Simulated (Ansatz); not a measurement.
In2GaAs3:
```yaml
crystal:
  lattice:
    - [-2.10339, 2.10339, 8.98849]
    - [2.10339, -2.10339, 8.98849]
    - [2.10339, 2.10339, -8.98849]
  atoms:
    - { symbol: In, position: [0.33722, 0.33722, 0.00000] }
    - { symbol: In, position: [0.66278, 0.66278, 0.00000] }
    - { symbol: Ga, position: [0.00000, 0.00000, 0.00000] }
    - { symbol: As, position: [0.25000, 0.75000, 0.50000] }
    - { symbol: As, position: [0.57492, 0.07492, 0.50000] }
    - { symbol: As, position: [0.92508, 0.42508, 0.50000] }
```

Relaxed with r²SCAN. Special points in fractions of this cell's reciprocal vectors: Γ (0.000, 0.000, 0.000); X (0.000, 0.000, 0.500); P (0.250, 0.250, 0.250); N (0.000, 0.500, 0.000); M (0.500, 0.500, -0.500); S (0.264, 0.736, -0.264); S0 (-0.264, 0.264, 0.264); R (-0.027, 0.027, 0.500); G (0.500, 0.500, -0.027).

Q: List the band energies nearest the valence-band maximum at these points for DFT-r²SCAN with spin–orbit coupling in the program Ansatz with PAW potentials.

A: In eV from the valence-band maximum; about four levels below and three above (degenerate sets whole), none deeper than 8.9 eV; points with the same levels are listed once.

| k | below | above |
|---|---|---|
| Γ | -0.07 -0.07 0.00 0.00 | 0.09 0.09 1.87 1.87 |
| X | -2.59 -2.59 -2.56 -2.56 | 1.69 1.69 2.06 2.06 |
| P | -2.74 -2.69 -2.65 -2.63 | 2.11 2.12 2.13 |
| N | -1.02 -1.02 -0.92 -0.92 | 1.01 1.01 2.23 2.23 |
| M | -0.82 -0.82 -0.81 -0.81 | 1.62 1.62 1.72 1.72 |
| S | -1.05 -1.04 -0.90 -0.90 | 1.25 1.25 1.68 |
| R | -2.62 -2.60 -2.59 -2.56 | 1.73 1.75 2.10 |

Space group I-4m2. The workflow started from a Materials Project entry (that database holds measured and hypothetical structures alike); the Crystallography Open Database copy checked does not list it. With In and Ga taken as one species the cell has the higher symmetry F-43m, so it may be an ordered model of a mixed-site phase. Its standing as an ambient phase is unchecked. The cell was relaxed with r²SCAN under the symmetry of its start; its stability against distortions is not shown here.

Potentials: the later of the program's two PAW sets.
